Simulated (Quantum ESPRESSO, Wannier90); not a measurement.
GeTe (R3m): Wannier90 run

```xyz
2
Lattice="-2.0945 3.6278 0.0000 -4.1890 0.0000 0.0000 -2.0945 1.2093 3.6790" Properties=species:S:1:pos:R:3 pbc="T T T"
Ge     0.0000     0.0000     0.0858
Te     2.0945    -1.2093     1.5219
```

Structure: Materials Project mp-938, symmetrised, not relaxed again. COD (Crystallography Open Database) has the formula in 3 space groups, this one among them (matched by group alone). Level: PBEsol, spinors with spin-orbit coupling; pw.x of Quantum ESPRESSO at 64 Ry with PseudoDojo potentials, 6×6×6 k-points, Wannier90. Density: 10×10×10 mesh, cold smearing 0.01 Ry. The cell is built of weakly bound layers, chains or molecules, whose nearest atoms lie 3.30 Å apart. Database cells relaxed without dispersion often hold them too far apart, which can enlarge gaps and weakens couplings between them; spacing and stacking were not compared with the measured crystal.

Bands 21-30 form an isolated set from -13.05 to -0.11 eV relative to the valence-band maximum (on the path) and are turned into 10 Wannier functions by minimising the spread from the start: SCDM (isolated).

### Question
Where do the functions sit, how wide are they and what are they made of?

### Answer
```csv
functions,spread (Å²),"nearest atom, distance (Å)","second atom, distance (Å)",weight on atomic waves
6,3.05,Te 0.93,Ge 1.89,"Te 5p 52 %, Ge 4p 29 %, Te 5s 17 %"
2,3.18,Te 0.67,Ge 2.88,"Te 5p 46 %, Te 5s 38 %, Ge 4p 16 %"
2,3.17,Ge 0.21,Te 2.93,"Ge 4s 88 %, Ge 4p 9 %"
```

Ω_I = 26.66 Å², Ω_total = 31.00 Å²; the interpolated bands follow pw.x to 39 meV rms on the path. It is the lowest total spread that any start reached here.
